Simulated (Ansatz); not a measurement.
Given:

Ge2Mo:
Space group Pnma (No. 62); a = 6.3510 Å, b = 3.4602 Å, c = 8.5750 Å, α = β = γ = 90.00°

| atom | site | symmetry | x | y | z |
|---|---|---|---|---|---|
| Ge | 4c | .m. | 0.4366 | 0.2500 | 0.1314 |
| Ge | 4c | .m. | 0.1352 | 0.7500 | 0.0404 |
| Mo | 4c | .m. | 0.2498 | 0.7500 | 0.3290 |

This is the r²SCAN-relaxed structure.

Problem. All from the program Ansatz at the r²SCAN level (PAW), unless another level is named. Estimate the electronic character.

Solution. metallic (no gap).

Problem. What about the density of states at the Fermi level?

Solution. 0.09 states/eV per atom (mean over ±0.08 eV).

Problem. What about the formation energy from the elements (no fitted shifts)?

Solution. -147 meV/atom.

The first step of the workflow began from a Materials Project structure, measured or hypothetical; the Crystallography Open Database files this formula in space group No. 62, but the cells were not matched. Its standing as an ambient phase is unchecked. The cell was relaxed with r²SCAN under the symmetry of its start; its stability against distortions is not shown here. No spin polarisation was allowed. The references are the lowest solids computed at this level, not always the standard phases. Spin–orbit coupling is left out wherever it is not named.

Potentials: the later of the program's two PAW sets.
